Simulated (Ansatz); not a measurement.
## Elastic constants of LuSb (Fm-3m), step by step

```xyz
2
Lattice="0.0000 2.9982 2.9982 2.9982 0.0000 2.9982 2.9982 2.9982 0.0000" Properties=species:S:1:pos:R:3 pbc="T T T"
Lu    0.0000    0.0000    0.0000
Sb    2.9982    2.9982    2.9982
```

Conventional cell: a = 5.996 Å, b = 5.996 Å, c = 5.996 Å, α = 90.00°, β = 90.00°, γ = 90.00°. Around Lu (atom 1) lie 6 Sb at 3.00 Å. Sb (atom 2) is surrounded by 6 Lu at 3.00 Å.

Unless marked otherwise, the numbers come from PBEsol, all-electron LAPW in Ansatz 0.2.0, scalar-relativistic. k mesh 14×14×14, Fermi-Dirac smearing of 0.050 eV, basis error target 1 meV/atom. The cell was relaxed by PAW under this functional, which moved its volume by -4 % from the database entry's. This phase needn't be the one found at ambient conditions.

The cell is cubic and carries a residual pressure of 0.01 GPa at this level. Each strain component that symmetry leaves independent is applied at ±0.008, the ions relax wherever a strain frees them, and the stress (tension positive, GPa) is read. Shears are engineering strains, γ = 2ε.

```json
{"strain": "xx", "size": "-0.008", "σxx": "-1.4387", "σyy": "-0.1414", "σzz": "-0.1414", "σyz": "0.0000", "σxz": "0.0000", "σxy": "0.0000"}
{"strain": "xx", "size": "+0.008", "σxx": "1.2839", "σyy": "0.1205", "σzz": "0.1205", "σyz": "0.0000", "σxz": "0.0000", "σxy": "0.0000"}
{"strain": "yz", "size": "-0.008", "σxx": "-0.0113", "σyy": "-0.0098", "σzz": "-0.0098", "σyz": "-0.1967", "σxz": "0.0000", "σxy": "0.0000"}
{"strain": "yz", "size": "+0.008", "σxx": "-0.0113", "σyy": "-0.0098", "σzz": "-0.0098", "σyz": "0.1967", "σxz": "0.0000", "σxy": "0.0000"}
```

A central difference gives one constant, for example C11 ≈ (1.2839 − (-1.4387))/(0.016) = 170.2 GPa; the program then imposes the crystal's symmetry on the whole matrix.

What are the independent elastic constants?

C11 = 170.2, C12 = 16.4, C44 = 24.6 GPa.

Do they meet the Born conditions?

C11 − C12 = 153.8, C11 + 2C12 = 202.9 and C44 = 24.6 GPa must all be positive, so the crystal is elastically stable; that says nothing yet of its phonons.

What moduli does a random aggregate of grains have?

B = (C11 + 2C12)/3 = 67.6 GPa. G_V = (C11 − C12 + 3C44)/5 = 45.5 and G_R = 5(C11 − C12)C44/(4C44 + 3(C11 − C12)) = 33.8, so G_H = 39.7 GPa. Then E = 9BG/(3B + G) = 99.5 GPa, ν = (3B − 2G)/(6B + 2G) = 0.255 and B/G = 1.71, on the brittle side of Pugh's 1.75 (a rule of thumb).

With the density of 9.141 g/cm³, how fast does sound travel, and what Debye temperature follows?

```json
{"direction": "[100]", "slow (m/s)": "1640", "middle (m/s)": "1640", "fast (m/s)": "4315"}
{"direction": "[110]", "slow (m/s)": "1640", "middle (m/s)": "2900", "fast (m/s)": "3591"}
{"direction": "[111]", "slow (m/s)": "2551", "middle (m/s)": "2551", "fast (m/s)": "3315"}
```

The mean of v⁻³ over directions and branches gives v_m = 2234 m/s and θ_D = (ħ/k_B) v_m (6π²n)^(1/3) = 222 K, n being atoms per volume. Young's modulus spans 66 to 167 GPa over directions, and the universal anisotropy index is 1.74.

How far do the constants move if PAW replaces LAPW in the same cell?

```tsv
constant	LAPW (GPa)	PAW (GPa)	difference
C11	170.2	170.1	-0.1
C12	16.4	16.4	0.0
C44	24.6	24.6	0.0
```

What happens at 2 GPa (cell relaxed there)?

The volume falls to 0.9723 of its value, and C11 = 191.3, C12 = 17.8, C44 = 24.0 GPa (slopes of the stress), in this structure whether or not another phase takes over.

Limits of these numbers: responses of metals move with mesh and smearing; the frozen-core PAW files of the compared runs were fitted under PBE, their cores solved anew for this functional.
